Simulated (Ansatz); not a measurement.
TiMo$_{3}$:
```yaml
crystal:
  lattice:
    - [-1.57926, 2.20977, 4.47457]
    - [1.57926, -2.20977, 4.47457]
    - [1.57926, 2.20977, -4.47457]
  atoms:
    - { symbol: Ti, position: [0.50000, 0.00000, 0.50000] }
    - { symbol: Mo, position: [0.75684, 0.75684, 0.00000] }
    - { symbol: Mo, position: [0.24316, 0.24316, 0.00000] }
    - { symbol: Mo, position: [0.00000, 0.50000, 0.50000] }
```

Relaxed with r²SCAN. Special points in fractions of this cell's reciprocal vectors: Γ (0.000, 0.000, 0.000); X (0.500, 0.500, -0.500); F2 (0.281, 0.719, -0.281); Σ0 (-0.281, 0.281, 0.281); Y0 (0.311, -0.311, 0.311); U0 (0.689, 0.311, -0.311); R (0.000, 0.500, 0.000); W (0.250, 0.250, 0.250); S (0.500, 0.000, 0.000); T (0.000, 0.000, 0.500).

Problem. List the band energies nearest the Fermi level at these points for DFT-r²SCAN in the program Ansatz with PAW potentials.

Solution. In eV from the Fermi level; about four levels below and three above (degenerate sets whole), none deeper than 8.9 eV; points with the same levels are listed once.

```csv
k,below,above
Γ,-0.85 -0.43 -0.32 -0.32,0.69 1.00 1.66
X,-2.19 -1.20 -1.03 -0.38,1.65 1.92 2.03
F2,-1.77 -1.63 -1.50 -0.95,0.89 1.00 2.27
Y0,-0.72 -0.44 -0.21 -0.18,0.80 1.36 1.52
R,-1.75 -1.36 -1.22 -1.10,0.30 1.01 1.32
W,-2.83 -2.12 -2.03 -1.82,0.15 0.18 0.30
S,-1.28 -0.54 -0.51 -0.20,0.42 0.80 0.88
T,-2.07 -1.56 -1.45 -0.57,1.78 1.78 2.23
```

Space group Immm. The first step of the workflow began from a Materials Project structure, measured or hypothetical; the Crystallography Open Database copy checked does not list it. With Ti and Mo taken as one species the cell has the higher symmetry Im-3m, so it may be an ordered model of a mixed-site phase. Whether it is the stable phase at ambient conditions was not checked. Symmetry was held in the r²SCAN relaxation; its stability against distortions is not shown here. No spin polarisation was allowed. Spin–orbit coupling is left out wherever it is not named.

Potentials: the later of the program's two PAW sets.
